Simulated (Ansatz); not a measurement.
# SiNi2 (Pnma): electronic heat capacity and spin susceptibility from the density of states

Computed with DFT r2SCAN, scalar-relativistic, plane waves, PAW (Ansatz).

Plane waves to 500 eV, a k mesh through Γ of 8×10×6 on the computed 12-atom cell and Gaussian smearing (0.10 eV); no spin polarisation.

Relaxed cell: Pnma, a = 4.940 Å, b = 3.695 Å, c = 7.007 Å, α = 90.00°, β = 90.00°, γ = 90.00°, 12 atoms in the primitive cell. Whether it is the stable form of this composition wasn't checked.

The density of states at the Fermi level is 6.317 states/eV in the cell of 12 atoms (4 formula units; both spins, tetrahedra on a 12×15×9 mesh). Averaged over bins of 0.1 eV the density runs from 4.2 to 6.1 states/eV within 0.2 eV of the Fermi level, so the figure hangs on the exact place of that level.

**Question.** What Sommerfeld coefficient and Pauli susceptibility does this give?

**Answer.** Per formula unit N(E_F) = 1.579 states/eV. γ = (π²/3) k_B² N(E_F) N_A = 2.357 mJ/(mol K²) per state/eV, so γ = 3.7 mJ/(mol K²), a mole of formula units. χ_P = μ_B² N(E_F) N_A = 3.23×10⁻⁵ emu/mol per state/eV gives 5.1×10⁻⁵ emu/mol. This is the bare band result: a measured γ of the same phase is as a rule larger by a factor 1 + λ from phonons and spin fluctuations, the spin part of χ is larger by the Stoner factor, and a measured χ also holds orbital and core terms. N(E_F) at one energy is sensitive to the mesh where the density of states has sharp peaks.

A ferromagnetic start lost its moments in a first run, so spin was left out; other magnetic orders weren't tried.

Cost: 1 run of about 23 core-minutes, on AMD EPYC (Zen 3) (shared hosts).